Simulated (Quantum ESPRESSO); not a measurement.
Kohn-Sham bands of InSe (R3m)

```yaml
crystal:
  lattice:
    - [-2.02335, 3.50454, 0.00000]
    - [-4.04669, 0.00000, 0.00000]
    - [-2.02335, 1.16818, 8.60852]
  atoms:
    - { symbol: In, position: [0.11035, 0.11035, 0.66895] }
    - { symbol: In, position: [0.00183, 0.00183, 0.99451] }
    - { symbol: Se, position: [0.61971, 0.61971, 0.14086] }
    - { symbol: Se, position: [0.82581, 0.82581, 0.52258] }
```

Structure: Materials Project mp-22691, symmetrised, not relaxed again. COD (Crystallography Open Database) has the formula in 2 space groups, this one among them (matched by group alone). Computed values, not measurements, from PBEsol: Quantum ESPRESSO (norm-conserving PseudoDojo potentials, cutoff 69 Ry, spinors with spin-orbit coupling) on a Γ-centred 4×4×4 mesh, then Wannier90. Density: 10×10×10 mesh, Gaussian smearing 0.01 Ry. The cell is built of weakly bound layers, chains or molecules, whose nearest atoms lie 4.03 Å apart. Database cells relaxed without dispersion often hold them too far apart, which can enlarge gaps and weakens couplings between them; spacing and stacking were not compared with the measured crystal.

Energies are relative to the valence-band maximum; weights are on the orthonormalised atomic waves of the pseudopotential files, averaged over the group. 58 electrons a cell are treated as valence.

```csv
bands,from (eV),to (eV),filling,weight on atomic waves
1–8,-48.05,-48.00,filled,(withheld)
9–20,-47.17,-47.10,filled,(withheld)
21–28,-15.11,-14.91,filled,(withheld)
29–40,-14.43,-13.90,filled,(withheld)
41–44,-13.39,-11.94,filled,(withheld)
45–58,-6.37,0.00,filled,(withheld)
```

Problem. Which atomic shells make up each group?

Solution. 
- 1–8, weight on atomic waves: Se 3d 100 %
- 9–20, weight on atomic waves: Se 3d 100 %
- 21–28, weight on atomic waves: In 4d 97 %
- 29–40, weight on atomic waves: In 4d 96 %
- 41–44, weight on atomic waves: Se 4s 66 %, In 4d 15 %, In 5p 14 %
- 45–58, weight on atomic waves: Se 4p 62 %, In 5p 20 %, In 5s 14 %

The Kohn-Sham gap over both meshes and the path is 0.31 eV.
